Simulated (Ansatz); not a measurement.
CuO in space group P3_221 (No. 154; Cu on 3a, O on 3b) under volume change, PBE in the plane-wave PAW code Ansatz, shape and atoms relaxed at each volume.

```json
[
 {"V (Å³/atom)": "8.947", "E − E(relaxed) (meV/atom)": "34.5", "P (GPa)": "14.33"},
 {"V (Å³/atom)": "9.242", "E − E(relaxed) (meV/atom)": "?", "P (GPa)": "?"},
 {"V (Å³/atom)": "9.537", "E − E(relaxed) (meV/atom)": "3.1", "P (GPa)": "3.63"},
 {"V (Å³/atom)": "9.832", "E − E(relaxed) (meV/atom)": "0.0", "P (GPa)": "0.02"},
 {"V (Å³/atom)": "10.127", "E − E(relaxed) (meV/atom)": "2.7", "P (GPa)": "-2.86"},
 {"V (Å³/atom)": "10.422", "E − E(relaxed) (meV/atom)": "?", "P (GPa)": "?"},
 {"V (Å³/atom)": "10.717", "E − E(relaxed) (meV/atom)": "21.6", "P (GPa)": "-7.06"}
]
```

Complete the blanks.


- 10.422, E − E(relaxed) (meV/atom): 10.2
- 10.422, P (GPa): -5.23
- 9.242, E − E(relaxed) (meV/atom): 14.0
- 9.242, P (GPa): 8.30

What does a third-order Birch–Murnaghan fit give for V₀, B₀ and B′?

V₀ = 9.83 Å³/atom, B₀ = 110 GPa, B′ = 6.9.

The cell is a constructed one: a structure type filled with these elements; neither database checked (COD, Materials Project) lists it. It is not the phase usual at ambient conditions (space group No. 15). The cell was relaxed with PBE under the symmetry of its start; its stability against distortions is not shown here. The run is not spin-polarised. No Hubbard U is applied.

Potentials: the later of the program's two PAW sets.
